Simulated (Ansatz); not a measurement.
Consider the following.

KCd4As3:
```xyz
8
Lattice="2.2295 1.2872 11.9098 -2.2295 1.2872 11.9098 0.0000 -2.5744 11.9098" Properties=species:S:1:pos:R:3 pbc="T T T"
Cd     0.0000     0.0000     3.1469
Cd     0.0000     0.0000    32.5824
Cd     0.0000     0.0000    10.7743
Cd     0.0000     0.0000    24.9550
As     0.0000     0.0000     8.1329
As     0.0000     0.0000    27.5963
As     0.0000     0.0000     0.0000
K      0.0000     0.0000    17.8646
```

This is the PBEsol-relaxed structure.

### Question
All from PBEsol in the plane-wave PAW code Ansatz, unless another level is named. Estimate the electronic character.

### Answer
no gap, with almost no states at the Fermi level (zero-gap or semimetallic).

### Question
Predict the formation energy from the elements (no fitted shifts).

### Answer
-0.21 eV/atom.

Space group R-3m. The workflow started from an entry of the Crystallography Open Database (COD, 200 K). Whether it is the stable phase at ambient conditions was not checked. Symmetry was held in the PBEsol relaxation; its stability against distortions is not shown here. A small band overlap can be real or an error of a semilocal functional. The references are the lowest solids computed at this level, not always the standard phases. Spin–orbit coupling is left out wherever it is not named.

Potentials: the later of the program's two PAW sets.
